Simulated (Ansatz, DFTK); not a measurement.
This is a calculation of NaLaMnMoO6 for Ansatz 0.2.0. The cell comes from a database or a generator and needn't be the stable form of this composition.

File input.yaml:

```yaml
crystal:
  lattice:
    - [0.0, 3.86259, 3.86259]
    - [3.86259, 0.0, 3.86259]
    - [3.86259, 3.86259, 0.0]
  atoms:
    - { symbol: Na, position: [0.25, 0.25, 0.25] }
    - { symbol: La, position: [0.75, 0.75, 0.75] }
    - { symbol: Mn, position: [0.5, 0.5, 0.5], spin: 4.0 }
    - { symbol: Mo, position: [0.0, 0.0, 0.0], spin: 1.0 }
    - { symbol: O, position: [0.74662, 0.25338, 0.25338] }
    - { symbol: O, position: [0.25338, 0.25338, 0.74662] }
    - { symbol: O, position: [0.25338, 0.74662, 0.25338] }
    - { symbol: O, position: [0.74662, 0.25338, 0.74662] }
    - { symbol: O, position: [0.74662, 0.74662, 0.25338] }
    - { symbol: O, position: [0.25338, 0.74662, 0.74662] }
hamiltonian:
  xc: pbe
  pseudopotentials: { kind: paw }
magnetization:
  spin_polarized: true
kpoints:
  mp_grid: { grid: [6, 6, 6] }
scf:
  occupations: { method: fermi_dirac, width: 0.05 }
output:
  forces: true
  stress: true
  eigenvalues: true
```

Potentials or basis: Ansatz PAW.

Launch:

```bash
$ ansatz run input.yaml --threads 8 --pin off --max-ram 20480MiB --backend cpu --events-out ev --progress --plain --runs-dir out
```

Question: What does the same run look like in DFTK 0.8.2? Potentials or basis there: PseudoDojo SR PBE 0.4.1 standard (PBE), cutoff 1497 eV.

Answer: As run (cutoffs and basis follow the program's own potentials, and thresholds, step limits or extra output files can differ):

Contents of run.jl:

```julia
using DFTK
using PseudoPotentialData
using Unitful, UnitfulAtomic
using LinearAlgebra, Printf
include("save.jl")
setup_threading()

# lattice vectors are the columns
lattice = austrip(1u"Å") * [           0.0        3.86259        3.86259;
                  3.86259            0.0        3.86259;
                  3.86259        3.86259            0.0]
symbols   = [:Na, :La, :Mn, :Mo, :O, :O, :O, :O, :O, :O]
positions = [[0.25, 0.25, 0.25],
             [0.75, 0.75, 0.75],
             [0.5, 0.5, 0.5],
             [0.0, 0.0, 0.0],
             [0.74662, 0.25338, 0.25338],
             [0.25338, 0.25338, 0.74662],
             [0.25338, 0.74662, 0.25338],
             [0.74662, 0.25338, 0.74662],
             [0.74662, 0.74662, 0.25338],
             [0.25338, 0.74662, 0.74662]]
pseudopotentials = PseudoFamily("dojo.nc.sr.pbe.v0_4_1.standard.upf")
elements = Dict(s => ElementPsp(s, pseudopotentials) for s in unique(symbols))
atoms    = [elements[s] for s in symbols]
magnetic_moments = [0.0, 0.0, 4.0, 1.0, 0.0, 0.0, 0.0, 0.0, 0.0, 0.0]

build_model(lattice, positions; symmetries=true) =
    model_DFT(lattice, atoms, positions;
              functionals=PBE(),
              magnetic_moments,
              spin_polarization=:collinear,
              temperature=austrip(0.05u"eV"),
              smearing=Smearing.FermiDirac(),
              symmetries)
Ecut  = 55.0  # hartree
kgrid = [6, 6, 6]
tol   = 1e-6
to_GPa = ustrip(uconvert(u"GPa", 1u"hartree/bohr^3"))

model = build_model(lattice, positions)
basis = PlaneWaveBasis(model; Ecut, kgrid)
display(basis)
scfres = self_consistent_field(basis;
                               tol,
                               ρ=guess_density(basis, magnetic_moments),
                               nbandsalg=AdaptiveBands(model; n_bands_converge=56))
display(scfres.energies)
@printf "Fermi level: %.6f eV\n" ustrip(auconvert(u"eV", something(scfres.εF, NaN)))
forces = compute_forces_cart(scfres)
println("Forces (eV/Å)")
for (s, f) in zip(symbols, forces)
    @printf "%-3s %12.6f %12.6f %12.6f\n" s ustrip.(auconvert.(u"eV/Å", f))...
end
stress = compute_stresses_cart(scfres)
println("Stress (GPa)")
display(round.(stress * to_GPa; digits=4))
@printf "Total moment: %.4f μB\n" sum(spin_density(scfres.ρ)) * scfres.basis.dvol
println("Levels at the first k-point (eV): ", round.(ustrip.(auconvert.(u"eV", scfres.eigenvalues[1][1:scfres.n_bands_converge])); digits=4))
save_scf!(scfres; forces, stress)
```

Potentials or basis: dojo.nc.sr.pbe.v0_4_1.standard.upf (PBE).

The run is started by

```bash
$ julia --threads=4 run.jl  # save.jl only writes the numbers to a file and isn't shown; printed stress counts tension as positive; times include loading and compiling
```

Both were run:

|  | Ansatz | DFTK |
| --- | --- | --- |
| Pressure | 0.0 GPa | 0.1 GPa |
| Net moment | 1.16 μB per cell | 1.29 μB per cell |
| Absolute moment | 3.16 μB per cell | 3.39 μB per cell |

Ansatz's pressure holds a Pulay term of +0.62 GPa for its cutoff of 420 eV, which the other run lacks.

Where Ansatz's input types no cutoff or centring, it takes its own default and a Γ-centred mesh.

The magnetic state is the one that the start led to; the real crystal's order can differ.

Pressure is positive in compression.
